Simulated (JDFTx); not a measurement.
```json
{
 "surface": "Cu(111)",
 "bulk": "Cu, Fm-3m, lattice of mp-30 (not re-optimised)",
 "slab": "6 atoms in 6 planes, 1x1, 10.4 Å between the outermost planes",
 "in-plane cell": "2.530 × 2.530 Å, 5.54 Å²",
 "cell_height": "26.3 Å",
 "sampling": "10×10×1 k mesh, Fermi smearing 0.01 Ha, no spin polarisation"
}
```

Profiles through the double layer of this slab, charged, in CANDLE, water, 1 M NaCl; PBE, GBRV ultrasoft potentials, plane waves to 20/100 Ha, JDFTx (a modified build). z is the height above the outermost atoms, φ the plane-averaged electrostatic potential energy of an electron (zero in the bulk liquid), ρ_b the bound charge of solvent and ions, s the cavity shape function (0 in the solid, 1 in the liquid).

| z (Å) | n (e/Å³) | s | φ (eV) | ρ_b (10⁻³ e/Å³) |
|---|---|---|---|---|
| 0.89 | 0.1737 | 0.00 | -3.730 | 0.00 |
| 1.36 | 0.0474 | 0.00 | -1.189 | -0.43 |
| 1.83 | 0.0136 | 0.00 | -0.230 | -3.38 |
| 2.30 | 0.0038 | 0.06 | -0.029 | -0.25 |
| 2.77 | 0.0011 | 0.29 | -0.013 | 0.87 |
| 3.24 | 0.0003 | 0.59 | -0.009 | 0.30 |
| 3.71 | 0.0001 | 0.87 | -0.007 | 0.08 |
| 4.18 | 0.0000 | 0.99 | -0.006 | 0.02 |
| 4.65 | 0.0000 | 1.00 | -0.005 | 0.01 |
| 5.12 | 0.0000 | 1.00 | -0.004 | 0.00 |
| 5.59 | 0.0000 | 1.00 | -0.004 | 0.00 |
| 6.06 | 0.0000 | 1.00 | -0.003 | 0.00 |
| 6.53 | 0.0000 | 1.00 | -0.003 | 0.00 |
| 7.00 | 0.0000 | 1.00 | -0.002 | 0.00 |
| 7.47 | 0.0000 | 1.00 | -0.002 | 0.00 |

Task: Is the electrode positively or negatively charged, and roughly by how much?

Result: Positively: σ = 2.1 μC/cm² per face. The liquid's bound charge is of the opposite sign overall, and far from the surface φ decays with the screening length (3.0 Å).
